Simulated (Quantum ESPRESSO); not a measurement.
## Ge3CSi4 (input and log of a self-consistent run)

Computed values, not a measurement. The program is pw.x of Quantum ESPRESSO 7.5 (plane-wave density functional theory). The cell is made up: 8 atoms on a zincblende/diamond lattice, with randomly drawn elements, strain and displacements, not relaxed. PseudoDojo standard norm-conserving files (v0.5 for PBE, v0.4.1 for LDA and PBEsol) set the functional; there is no spin polarisation, spin-orbit coupling or dispersion term, and the masses in the input are unused placeholders.

Input:

```
&control calculation='scf', pseudo_dir='./dojo.nc.sr.pbe.v0_5.standard.upf', outdir='./o', disk_io='medium', tprnfor=.true., tstress=.true. /
&system ibrav=0, nat=8, ntyp=3, nbnd=41, ecutwfc=82.02448710, nosym=.true., tot_charge=0,
 occupations='smearing', smearing='fd', degauss=0.0073498644
/
&electrons conv_thr=7.350e-09, electron_maxstep=60, /
ATOMIC_SPECIES
C 1.0 C.upf
Ge 1.0 Ge.upf
Si 1.0 Si.upf
CELL_PARAMETERS angstrom
5.3644 -0.0289 -0.0628
-0.0289 5.471 0.0363
-0.0628 0.0363 5.4237
ATOMIC_POSITIONS angstrom
Ge -0.1022 -0.0968 0.0568
Ge -0.0024 2.8464 2.605
Ge 2.6064 0.058 2.5788
C 2.7945 2.9601 -0.0222
Si 1.4036 1.4781 1.2545
Si 1.2818 4.0238 4.0627
Si 3.985 1.3151 4.0831
Si 4.0032 4.0299 1.3022
K_POINTS automatic
6 6 6 1 1 1
```

The log is shortened where brackets say so; the opening notice, blank lines, dates and the lines on written files are dropped, and the path of the files is cut. It prints rydbergs, bohrs and kilobars, and counts compression as positive stress.

```
     Program PWSCF v.7.5
     Parallel version (MPI & OpenMP), running on       1 processor cores
     Number of MPI processes:                 1
     Threads/MPI process:                     1
     [start-up lines left out]
     bravais-lattice index     =            0
     lattice parameter (alat)  =      10.1381  a.u.
     unit-cell volume          =    1073.9646 (a.u.)^3
     number of atoms/cell      =            8
     number of atomic types    =            3
     number of electrons       =        62.00
     number of Kohn-Sham states=           41
     kinetic-energy cutoff     =      82.0245  Ry
     charge density cutoff     =     328.0979  Ry
     scf convergence threshold =      7.3E-09
     mixing beta               =       0.7000
     number of iterations used =            8  plain     mixing
     Exchange-correlation= PBE
                           (   1   4   3   4   0   0   0)
     [axes and pseudopotential details left out]
   Cartesian axes
     site n.     atom                  positions (alat units)
         1        Ge     tau(   1) = (  -0.0190499  -0.0180434   0.0105874  )
         2        Ge     tau(   2) = (  -0.0004474   0.5305651   0.4855685  )
         3        Ge     tau(   3) = (   0.4858295   0.0108111   0.4806849  )
         4        C      tau(   4) = (   0.5208911   0.5517587  -0.0041381  )
         5        Si     tau(   5) = (   0.2616292   0.2755159   0.2338371  )
         6        Si     tau(   6) = (   0.2389258   0.7500309   0.7572818  )
         7        Si     tau(   7) = (   0.7427987   0.2451329   0.7610844  )
         8        Si     tau(   8) = (   0.7461911   0.7511680   0.2427283  )
     number of k points=   108  Fermi-Dirac smearing, width (Ry)=  0.0073
     Number of k-points >= 100: set verbosity='high' to print them.
     Dense  grid:   107791 G-vectors     FFT dimensions: (  60,  60,  60)
     Estimated max dynamical RAM per process >     140.68 MB
     Initial potential from superposition of free atoms
     starting charge      61.9950, renormalised to      62.0000
     Starting wfcs are   47 randomized atomic wfcs
     total cpu time spent up to now is       27.2 secs
     per-process dynamical memory:    91.8 Mb
     Self-consistent Calculation
     iteration #  1     ecut=    82.02 Ry     beta= 0.70
     Davidson diagonalization with overlap
     ethr =  1.00E-02,  avg # of iterations =  3.4
     Threshold (ethr) on eigenvalues was too large:
     Diagonalizing with lowered threshold
     Davidson diagonalization with overlap
     ethr =  6.45E-04,  avg # of iterations =  3.0
     total cpu time spent up to now is      164.8 secs
     total energy              =    -581.38158603 Ry
     estimated scf accuracy    <       0.40661524 Ry
     iteration #  2     ecut=    82.02 Ry     beta= 0.70
     Davidson diagonalization with overlap
     ethr =  6.56E-04,  avg # of iterations =  5.5
     total cpu time spent up to now is      236.1 secs
     total energy              =    -581.33285005 Ry
     estimated scf accuracy    <       1.04629254 Ry
     iteration #  3     ecut=    82.02 Ry     beta= 0.70
     Davidson diagonalization with overlap
     ethr =  6.56E-04,  avg # of iterations =  3.0
     total cpu time spent up to now is      293.2 secs
     total energy              =    -581.52352326 Ry
     estimated scf accuracy    <       0.02419730 Ry
     iteration #  4     ecut=    82.02 Ry     beta= 0.70
     Davidson diagonalization with overlap
     ethr =  3.90E-05,  avg # of iterations =  6.4
     total cpu time spent up to now is      354.9 secs
     total energy              =    -581.52778513 Ry
     estimated scf accuracy    <       0.00294711 Ry
     iteration #  5     ecut=    82.02 Ry     beta= 0.70
     Davidson diagonalization with overlap
     c_bands:  1 eigenvalues not converged
     ethr =  4.75E-06,  avg # of iterations =  5.9
     total cpu time spent up to now is      408.1 secs
     total energy              =    -581.52819949 Ry
     estimated scf accuracy    <       0.00030124 Ry
     iteration #  6     ecut=    82.02 Ry     beta= 0.70
     Davidson diagonalization with overlap
     ethr =  4.86E-07,  avg # of iterations =  2.1
     total cpu time spent up to now is      498.0 secs
     total energy              =    -581.52825666 Ry
     estimated scf accuracy    <       0.00004795 Ry
     iteration #  7     ecut=    82.02 Ry     beta= 0.70
     Davidson diagonalization with overlap
     ethr =  7.73E-08,  avg # of iterations =  2.8
     total cpu time spent up to now is      599.0 secs
     total energy              =    -581.52826899 Ry
     estimated scf accuracy    <       0.00000371 Ry
     iteration #  8     ecut=    82.02 Ry     beta= 0.70
     Davidson diagonalization with overlap
     ethr =  5.99E-09,  avg # of iterations =  2.7
     total cpu time spent up to now is      701.5 secs
     total energy              =    -581.52826954 Ry
     estimated scf accuracy    <       0.00000074 Ry
     iteration #  9     ecut=    82.02 Ry     beta= 0.70
     Davidson diagonalization with overlap
     ethr =  1.19E-09,  avg # of iterations =  2.0
     total cpu time spent up to now is      782.4 secs
     total energy              =    -581.52826965 Ry
     estimated scf accuracy    <       0.00000006 Ry
     iteration # 10     ecut=    82.02 Ry     beta= 0.70
     Davidson diagonalization with overlap
     ethr =  9.88E-11,  avg # of iterations =  3.7
     total cpu time spent up to now is      864.0 secs
     End of self-consistent calculation
     Number of k-points >= 100: set verbosity='high' to print the bands.
     the Fermi energy is     7.5547 ev
!    total energy              =    -581.52826967 Ry
     estimated scf accuracy    <          6.2E-09 Ry
     smearing contrib. (-TS)   =      -0.00130111 Ry
     internal energy E=F+TS    =    -581.52696856 Ry
     The total energy is F=E-TS. E is the sum of the following terms:
     one-electron contribution =    -318.96809678 Ry
     hartree contribution      =     195.63771616 Ry
     xc contribution           =    -147.22780108 Ry
     ewald contribution        =    -310.96878685 Ry
     convergence has been achieved in  10 iterations
     Forces acting on atoms (cartesian axes, Ry/au):
     atom    1 type  2   force =     0.10062177    0.04185460   -0.04035955
     atom    2 type  2   force =     0.00898510   -0.10762126    0.05610133
     atom    3 type  2   force =     0.02328064   -0.03325498    0.04292445
     atom    4 type  1   force =    -0.03175473   -0.05550199   -0.00928389
     atom    5 type  3   force =     0.01413858    0.05142351   -0.07266605
     atom    6 type  3   force =     0.08028510    0.02635945    0.08092563
     atom    7 type  3   force =    -0.04463924    0.09609304   -0.01328517
     atom    8 type  3   force =    -0.15091721   -0.01935237   -0.04435675
     Total force =     0.307110     Total SCF correction =     0.000404
     Computing stress (Cartesian axis) and pressure
          total   stress  (Ry/bohr**3)                   (kbar)     P=      -13.42
  -0.00005269  -0.00004596   0.00017360           -7.75       -6.76       25.54
  -0.00004596  -0.00013904  -0.00025284           -6.76      -20.45      -37.19
   0.00017360  -0.00025284  -0.00008202           25.54      -37.19      -12.07
     init_run     :     25.33s CPU     27.08s WALL (       1 calls)
     electrons    :    762.54s CPU    836.85s WALL (       1 calls)
     forces       :     15.98s CPU     16.47s WALL (       1 calls)
     stress       :     64.80s CPU     66.96s WALL (       1 calls)
     [timing details left out]
     PWSCF        :  14m29.16s CPU  15m50.23s WALL
     JOB DONE.
```

In other units: free energy -7912.095 eV for the cell, pressure -1.34 GPa, largest force component 3.880 eV/Å. A rerun of a related cell, with the same atoms placed differently, at 1347 eV and a 8 x 8 x 8 mesh moved values by no more than 0.002 eV in energy, 0.04 GPa in stress and 0.006 eV/Å in force.